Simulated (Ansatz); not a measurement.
# Relaxing beryllium (fcc)

These are results of DFT, LDA (PW92), plane waves (420 eV) with PAW, scalar-relativistic (Ansatz 0.2.0), not measurements. (PAW data from PBE, frozen cores regenerated.)

k-point mesh 17×17×17, Fermi-Dirac smearing 0.1 eV, no spin polarisation. Cell and atoms relax.

Starting structure:

```yaml
crystal:
  lattice:
    - [0.00000, 1.59482, 1.59482]
    - [1.59482, 0.00000, 1.59482]
    - [1.59482, 1.59482, 0.00000]
  atoms:
    - { symbol: Be, position: [0.00000, 0.00000, 0.00000] }
```

Task: What cell does the relaxation end in?

Result: Fm-3m with a = 3.108 Å; 7.50 Å³ per atom against 8.11 at the start (-7.5 %).

Task: How much energy does the relaxation gain?

Result: 18.2 meV per atom.

Path of the relaxation (the plane waves are chosen anew near the end, which can shift the energy a little):

| step | E − E(final) (meV/atom) | V (Å³/atom) | P (GPa) | max force (eV/Å) |
| --- | --- | --- | --- | --- |
| 0 | 18.15 | 8.113 | -8.93 | 0.000 |
| 1 | 3.72 | 7.770 | -4.34 | 0.000 |
| 2 | -0.02 | 7.472 | 0.51 | 0.000 |
| 3 | -0.06 | 7.502 | -0.02 | 0.000 |
| 4 | 0.00 | 7.502 | -0.04 | 0.000 |
